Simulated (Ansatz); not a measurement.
AgSe$_{2}$Br: reading a single point

```
CELL_PARAMETERS angstrom
0.00000 0.00000 6.48216
4.16652 -4.16652 3.24108
4.16652 4.16652 -3.24108
ATOMIC_POSITIONS crystal
Ag 0.25000 0.00000 0.00000
Ag 0.75000 0.00000 0.00000
Se 0.66670 0.50000 0.83340
Se 0.16670 0.16660 0.50000
Se 0.33330 0.50000 0.16660
Se 0.83330 0.83340 0.50000
Br 0.75000 0.50000 0.50000
Br 0.25000 0.50000 0.50000
```

Method: PBE, no spin polarisation; PAW, plane waves to 420 eV, 7×7×7 Γ-centred mesh, fermi-dirac occupations (width 0.1 eV) (Ansatz 0.2.0), atoms fixed.

(1) Where is the largest force?

(2) What do density and ELF say about some of the short contacts?

(3) Give the Bader charges.

(4) What happens at the Fermi level?

(5) What does the stress say?

Origin: a known structure type with other elements, at an estimated volume, so it need not be a known compound. Caveats: many states at the Fermi level without spin polarisation, so a magnetic state may lie lower; atoms or cell far from equilibrium.

## Answers

(1) The largest is on Se3 (and as large on other atoms): 2.03 eV/Å, components (1.44, 1.44, 0.00). It makes 140° with the line to a nearest neighbour, Br8 at 2.55 Å, pointing away from it.

(2) Se–Br at 2.55 Å: least valence density 0.46 e/Å³ and ELF 0.44 there. Ag–Ag at 3.24 Å: least valence density 0.10 e/Å³ and ELF 0.10 there. Ag–Se at 3.50 Å: least valence density 0.08 e/Å³ and ELF 0.09 there. These are pseudo-fields; inside the PAW spheres they differ from the all-electron ones.

(3) Bader charges in e: Ag +0.30, Se -0.17, Br +0.04. In the mean Ag gives up most and Se takes most.

(4) It is a metal, with about 6.4 states/eV a cell as the mean within 0.25 eV of the Fermi level, mostly Se p (61 %) and Br p (25 %).

(5) The pressure is 2.7 GPa (compression positive), so with the atoms held at these fractions the cell would first expand; the forces are large, so a full relaxation may end otherwise. The principal stresses 0.9, 0.9, 6.1 GPa differ, so its shape would change too.
